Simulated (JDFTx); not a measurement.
System: ScAl3(110) (Pm-3m bulk; lattice of mp-2121, not re-optimised at this level), 1x1 cell of 14 atoms in 7 planes (Al outermost, slab composition Sc3Al11), area 23.63 Å² a face, 8.6 Å between the outermost planes in a cell 24.7 Å high; k mesh 6×4×1, Fermi width 0.01 Ha, no spin polarisation. Whether this polymorph is the ambient one wasn't checked. Neither spin polarisation nor a larger cell was tried.

Method: PBE, GBRV ultrasoft potentials, plane waves to 20/100 Ha, in JDFTx (a modified build). Liquid: linear PCM (GLSSA13), water, 1 M KCl. Between zero charge and 0.14 V from it the run gives σ = 2.8 μC/cm², a mean capacitance of 19.6 μF/cm². The liquid has ε = 78.4, a 1:1 salt at 1 M with linear (Debye) response, and T = 298 K.

Worked example: the Debye length, the diffuse-layer capacitance, and the inner capacitance that is left when the two stand in series.

Each ion has density c = 1 × 6.022×10⁻⁴ = 6.022e-04 Å⁻³. λ² = ε kT / (8π (e²/4πε₀) c) with kT = 0.02568 eV and e²/4πε₀ = 14.40 eV Å gives λ = 3.04 Å; the log prints 3.04 Å. C_diffuse = ε₀ε/λ = 228 μF/cm². Then 1/C_inner = 1/19.6 − 1/228, so C_inner = 21.5 μF/cm², which equals a vacuum gap of ε₀/C_inner = 0.41 Å. The diffuse layer takes 9 % of the potential drop; the rest lies between the electrode's charge and the onset of the dielectric, with the electrode's own (quantum) capacitance in it. The split is a model: in the calculation solvent and ions share one smooth cavity.
